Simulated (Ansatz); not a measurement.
The computed numbers are results of PBEsol, scalar-relativistic (no spin polarisation) in the plane-wave PAW code Ansatz at 420 eV, Γ-centred 8×8×8 mesh, 0.05 eV Gaussian smearing; PAW files: Ansatz's generated set soft_2.

A compound XSi has these computed properties.

- Space group: Cmcm (No. 63)
- Conventional cell: a = 4.473 Å, b = 10.653 Å, c = 3.865 Å, α = 90.00°, β = 90.00°, γ = 90.00°
- Volume: 23.02 Å³/atom
- Band gap: zero (metallic)
- Density of states at the Fermi level: 0.47 states/(eV·atom)
- Formation energy from the elements (0 K, uncorrected): -0.59 eV/atom
- Bulk modulus (Birch–Murnaghan): 56 GPa
- Pressure derivative B0′: 4.3

Sites: X on 4c, Si on 4c.

Question: Which element is X?
A. Ti
B. Sc
C. K
D. Ca

Answer: D. X is Ca, so the compound is CaSi.

The start was a prototype's sites filled with these elements; the Crystallography Open Database holds the compound in this structure. The relaxed cell is 5 % smaller in volume than the cell of this structure in the Crystallography Open Database (24.22 Å³/atom, 1950).
